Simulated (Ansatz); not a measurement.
Consider the following.

C:
```cif
data_C32
_chemical_formula_sum 'C32'
_space_group_name_H-M_alt 'Fd-3m :1'
_space_group_IT_number 227
_space_group_name_Hall 'F 4d 2 3 -1d'
_cell_length_a 7.47411
_cell_length_b 7.47411
_cell_length_c 7.47411
_cell_angle_alpha 90.000
_cell_angle_beta 90.000
_cell_angle_gamma 90.000
loop_
_atom_site_label
_atom_site_type_symbol
_atom_site_symmetry_multiplicity
_atom_site_Wyckoff_symbol
_atom_site_fract_x
_atom_site_fract_y
_atom_site_fract_z
_atom_site_occupancy
C1 C 32 e 0.07048 0.07048 0.07048 1
```
(The calculation used a cell of 8 atoms; values per cell refer to that cell.)

This is the r²SCAN-relaxed structure.

### Question
All from r²SCAN (plane waves, PAW; program Ansatz), unless another level is named. Predict the Debye temperature from the elastic constants.

### Answer
790 K.

### Question
And the elastic constants (relaxed ions, GPa)?

### Answer
C11 = 201, C12 = 150, C44 = 71.1.

The start of the workflow was typed in or built on a structure type. Its sites differ from those of the usual phase in this space group: another stacking or structure type. The cell was relaxed with r²SCAN under the symmetry of its start; whether a distortion lowers the energy is not shown.

Potentials: the earlier of the program's two PAW sets.
